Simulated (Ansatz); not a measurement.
BaC₈ in space group P6/mmm (No. 191; C on 6l, C on 2c, Ba on 1b), plane-wave PAW PBE+D3(BJ) (Ansatz code), all energies at zero smearing, with the estimated change up to a 700 eV cutoff added, with one set of potentials and settings (totals compare only within such a set). Cell of 9 atoms (8 C, 1 Ba): -7959.074 eV.

```csv
element,reference phase,E (eV/atom)
C,"P6_3/mmc, 4 atoms in the cell",-251.0887
Ba,"Im-3m, 1 atoms in the cell",-5949.7444
```

Formation energy per atom, worked out: (-7959.074 − 8×(-251.0887) − 1×(-5949.7444))/9 = -0.069 eV/atom (-7 kJ per mol of atoms), at 0 K, without zero-point energy or fitted corrections.

A made-up cell: these elements were put on the sites of a structure type; neither database checked (COD, Materials Project) lists it. Whether it is the stable phase at ambient conditions was not checked. Symmetry was held in the PBE+D3(BJ) relaxation; of distortions, only those at the zone centre were tested. The references are the lowest solids computed at this level, not always the standard phases. Spin–orbit coupling is left out wherever it is not named.

Potentials: the later of the program's two PAW sets.
